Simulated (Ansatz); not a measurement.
This GaSb3 structure is the end of a relaxation. The cell was found from a structure generator's guess, not taken from experiment.

The calculation used DFT PBE, scalar-relativistic, plane waves, PAW in Ansatz 0.2.0. Cutoff 420 eV, Γ-centred mesh, Gaussian smearing, no spin polarisation.

```yaml
crystal:
  lattice:
    - [-3.02169, 3.02169, 3.02169]
    - [3.02169, -3.02169, 3.02169]
    - [3.02169, 3.02169, -3.02169]
  atoms:
    - { symbol: Ga, position: [0.00000, 0.00000, 0.00000] }
    - { symbol: Sb, position: [0.00000, 0.50000, 0.50000] }
    - { symbol: Sb, position: [0.50000, 0.00000, 0.50000] }
    - { symbol: Sb, position: [0.50000, 0.50000, 0.00000] }
```

The zero of energy is the elements' standard structures at the same level; no fitted shifts are applied.

**Question.** Find its symmetry and describe it.

**Answer.** Im-3m (No. 229). Conventional cell: a = 6.043 Å. Ga has 6 Sb at 3.02 Å; Sb has 2 Ga at 3.02 Å and 4 Sb at 3.02 Å.

**Question.** How far does it lie from the elements in energy?

**Answer.** +0.07 eV/atom. The separate elements lie lower, so it is unstable against them.

**Question.** Is it a metal?

**Answer.** Yes, bands cross the Fermi level on the 12×12×12 mesh.

The last run used a 12×12×12 mesh for its 4-atom cell and Gaussian smearing of 0.10 eV. Spin–orbit coupling, which can matter for Sb, is left out. Symmetry constrained the relaxation, so the result can be a saddle point.
